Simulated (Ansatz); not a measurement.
**What DFT gives for Tl**

```xyz
4
Lattice="1.7278 2.9926 0.0000 -1.7278 2.9926 0.0000 0.0000 0.0000 11.1901" Properties=species:S:1:pos:R:3 pbc="T T T"
Tl    0.0000    0.0000    0.0000
Tl    0.0000    0.0000    5.5951
Tl    0.0000    1.9950    8.3926
Tl    0.0000    3.9901    2.7975
```

Method: PBE, no spin polarisation; PAW, plane waves to 420 eV, 9×9×3 Γ-centred mesh, methfessel-paxton occupations (width 0.0781 eV) (Ansatz 0.2.0), atoms fixed.

**Question.** Metal or insulator?

**Answer.** It is a metal, with about 2.2 states/eV a cell as the mean within 0.25 eV of the Fermi level, mostly Tl p (79 %) and Tl s (18 %).

**Question.** Describe some of the short contacts.

**Answer.** Tl–Tl at 3.44 Å: least valence density 0.07 e/Å³ and ELF 0.13 there. Both are smooth PAW fields, read partly inside the augmentation spheres.

**Question.** Is the cell too large or too small?

**Answer.** The pressure is 2.5 GPa (compression positive), so with the atoms held at these fractions the cell would first expand.

Origin: a known structure type with other elements, at an estimated volume, so it need not be a known compound.
